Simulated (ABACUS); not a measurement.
**How a calculation on HfN (Fm-3m, 2 atoms in the cell; from Materials Project mp-2828, lattice scaled a little) responds to its settings**

```yaml
crystal:
  lattice:
    - [0.00000, 2.24751, 2.24751]
    - [2.24751, 0.00000, 2.24751]
    - [2.24751, 2.24751, 0.00000]
  atoms:
    - { symbol: Hf, position: [0.00000, 0.00000, 0.00000] }
    - { symbol: N, position: [0.50000, 0.50000, 0.50000] }
```

Base run A: PBEsol, PseudoDojo 0.4 standard norm-conserving PBEsol (tails mended) pseudopotentials (ABACUS), self-consistent single point.

Its settings: KPT = Gamma 18 18 18 0 0 0; basis_type = pw; dft_functional = PBESOL; ecutwfc = 84 Ry; smearing_method = gaussian; smearing_sigma = 0.0146997 Ry; potentials = PseudoDojo 0.4 standard norm-conserving PBEsol (tails mended); symmetry = 1; ks_solver = dav_subspace; scf_nmax = 100; scf_thr = 1.0e-09 Ry; mixing_type = broyden.

The structure comes from a collection of computed structures, made at another level of theory; the collection holds predicted forms beside known ones. Its lattice was then scaled.

ΔF is the free energy per atom less that of run A. 

Run A gave: pressure (GPa) 0.42; largest force (eV/Å) 0.000; k-points 195.

Runs:
- B: atom 2 moved by -0.15 angstrom along z
- C: atom 2 moved by -0.08 angstrom along z
- D: atom 2 moved by -0.04 angstrom along z
- E: atom 2 moved by +0.04 angstrom along z
- F: atom 2 moved by +0.08 angstrom along z
- G: atom 2 moved by +0.15 angstrom along z

What does run E change against A?

The free energy rises by 4.8 meV/atom, the pressure goes from 0.42 to 0.65 GPa and the largest force goes from 0.000 to 0.485 eV/Å.

What does run F change against A?

The free energy goes up by 19.4 meV/atom, the pressure goes from 0.42 to 1.32 GPa and the largest force goes from 0.000 to 0.973 eV/Å.

| run | ΔF (meV/atom) | pressure (GPa) | largest force (eV/Å) | k-points |
|---|---|---|---|---|
| A | 0.00 | 0.42 | 0.000 | 195 |
| B | 68.6 | 3.57 | 1.851 | 480 |
| C | 19.4 | 1.32 | 0.973 | 480 |
| D | 4.8 | 0.65 | 0.485 | 480 |
| E | 4.8 | 0.65 | 0.485 | 480 |
| F | 19.4 | 1.32 | 0.973 | 480 |
| G | 68.6 | 3.57 | 1.851 | 480 |

“Tails mended”: in these copies of the files the far tail of each local potential was reset to the Coulomb form.
